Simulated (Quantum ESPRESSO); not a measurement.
# Moving one atom in GaSi6As

Calculated results; nothing here was measured. They come from pw.x of Quantum ESPRESSO 7.5, a plane-wave density functional program, with PseudoDojo standard norm-conserving files (v0.5 for PBE, v0.4.1 for LDA and PBEsol). The cells are made up: elements, strain and atom displacements were drawn at random, and nothing was relaxed. There is no spin polarisation, spin-orbit coupling or dispersion term.

The cell has 8 sites of a zincblende or diamond lattice. Sites 1 to 4 hold Ga Si Si Si; sites 5 to 8 hold Si Si As Si. Cell vectors in Å: (5.388, 0.000, -0.042); (0.000, 5.494, 0.023); (-0.042, 0.023, 5.582). Settings: PBE, cutoff 1143 eV, 6 x 6 x 6 k mesh shifted by half a step, Fermi-Dirac smearing of 0.1 eV.

Each run shifts the Ga atom on site 1 along z and leaves all else fixed. Site 7 is one of its nearest neighbours. E is the free energy of the cell above the lowest run shown.

```
run,shift (Å),Fz on site 1 (eV/Å),Fz on site 7 (eV/Å),P (GPa),E (meV)
1,-0.1062,0.896,-0.937,2.61,19.9
2,-0.0784,0.536,-0.834,2.59,0.0
4,0.0304,-0.840,-0.463,2.66,17.1
5,0.0529,-1.115,-0.394,2.70,39.1
6,0.0655,-1.267,-0.356,2.73,54.1
7,0.1229,-1.941,-0.195,2.91,146.3
3,0.0148,?,?,?,?
```

A rerun of one of these cells at 1437 eV and k mesh 8 x 8 x 8 moved values by no more than 0.002 eV in the cell's energy, 0.02 GPa in stress and 0.002 eV/Å in force.

## Worked fit

A parabola through the six runs shown gives Fz on site 1 = -0.465 - 12.46 u + 3.6 u² eV/Å, with u in Å and a scatter of 0.003 eV/Å. Minus the slope, 12.46 ± 0.07 eV/Å², is this atom's force constant along z at u = 0, with its periodic images moving too. The fitted force vanishes at u = -0.037 Å, where the energy should be lowest along this line. The error is the larger of the fit's own and the change that a cubic makes, rounded up.

## Withheld run

Question: what Fz on site 1 should run 3 give?

The fit gives -0.649 eV/Å. The calculation gave -0.647 eV/Å.

| run | shift (Å) | Fz on site 1 (eV/Å) | Fz on site 7 (eV/Å) | P (GPa) | E (meV) |
| --- | --- | --- | --- | --- | --- |
| 3 | 0.0148 | -0.647 | -0.512 | 2.63 | 5.5 |